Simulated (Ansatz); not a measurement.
## Cd₄SeS₃: rattling a relaxed structure

The structure comes from a generated guess, relaxed at this level; another structure or a mixture of phases may lie lower.

The calculation used Ansatz, DFT PBE, scalar-relativistic, plane waves, PAW. Settings: cutoff 420 eV, Γ-centred mesh 6×6×6 on the computed 8-atom cell, Gaussian smearing of 0.02 eV; no spin polarisation.

The cell below (8 atoms, space group I-42m (No. 121)) is relaxed within its symmetry.

```yaml
crystal:
  lattice:
    - [-2.99647, 2.99647, 5.98915]
    - [2.99647, -2.99647, 5.98915]
    - [2.99647, 2.99647, -5.98915]
  atoms:
    - { symbol: Cd, position: [0.88510, 0.37076, 0.00000] }
    - { symbol: Cd, position: [0.37076, 0.88510, 0.00000] }
    - { symbol: Cd, position: [0.11490, 0.11490, 0.48565] }
    - { symbol: Cd, position: [0.62924, 0.62924, 0.51435] }
    - { symbol: Se, position: [0.50000, 0.50000, 0.00000] }
    - { symbol: S, position: [0.75000, 0.25000, 0.50000] }
    - { symbol: S, position: [0.25000, 0.75000, 0.50000] }
    - { symbol: S, position: [0.00000, 0.00000, 0.00000] }
```

For the test it was strained at random (σ = 1.5 % a component), the atoms were moved at random (σ = 0.15 Å), and all was relaxed again on a coarse 4×4×4 mesh (in the run’s order of axes) with 0.10 eV smearing, with no symmetry imposed.

Question: What happens?

Answer: It returns, within 1 meV/atom of the unmoved cell on that mesh and with the same symmetry when read at 0.1 Å (Cm at 0.01 Å, so small strains and shifts remain). So it is stable against the distortions that fit this cell and that this random move excites. Modes that don't fit the cell aren't tested.
